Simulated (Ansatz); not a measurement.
As3Ir:
```
CELL_PARAMETERS angstrom
     -4.21677     4.21677     4.21677
      4.21677    -4.21677     4.21677
      4.21677     4.21677    -4.21677
ATOMIC_POSITIONS crystal
  Ir 0.50000 0.50000 0.50000
  Ir 0.00000 0.00000 0.50000
  Ir 0.50000 0.00000 0.00000
  Ir 0.00000 0.50000 0.00000
  As 0.49377 0.14589 0.34788
  As 0.79800 0.14589 0.65212
  As 0.50623 0.85411 0.65212
  As 0.20200 0.85411 0.34788
  As 0.34788 0.49377 0.14589
  As 0.65212 0.79800 0.14589
  As 0.65212 0.50623 0.85411
  As 0.34788 0.20200 0.85411
  As 0.14589 0.34788 0.49377
  As 0.14589 0.65212 0.79800
  As 0.85411 0.65212 0.50623
  As 0.85411 0.34788 0.20200
```

Relaxed with LDA. Special points in fractions of this cell's reciprocal vectors: Γ (0.000, 0.000, 0.000); H (0.500, -0.500, 0.500); N (0.000, 0.000, 0.500); P (0.250, 0.250, 0.250).

Problem. List the band energies nearest the valence-band maximum at these points for the program Ansatz at the LDA level (PAW).

Solution. In eV from the valence-band maximum; about four levels below and three above (degenerate sets whole), none deeper than 8.9 eV; points with the same levels are listed once.

```tsv
k	below	above
Γ	-1.56 -1.56 -1.42 0.00	0.18 0.18 0.18
H	-2.64 -2.64 -2.64 -2.24 -2.24 -2.24	0.77 0.77 0.77
N	-1.90 -1.75 -1.49 -1.39	0.45 0.65 0.98
P	-1.62 -1.62 -1.62 -1.24	0.25 1.24 1.24 1.24
```

Space group Im-3. The workflow started from an entry of the Crystallography Open Database (COD). Whether it is the stable phase at ambient conditions was not checked. The LDA relaxation kept the symmetry of its start; of distortions, only those at the zone centre were tested. The run is not spin-polarised. Spin–orbit coupling is left out wherever it is not named.

Potentials: the later of the program's two PAW sets.
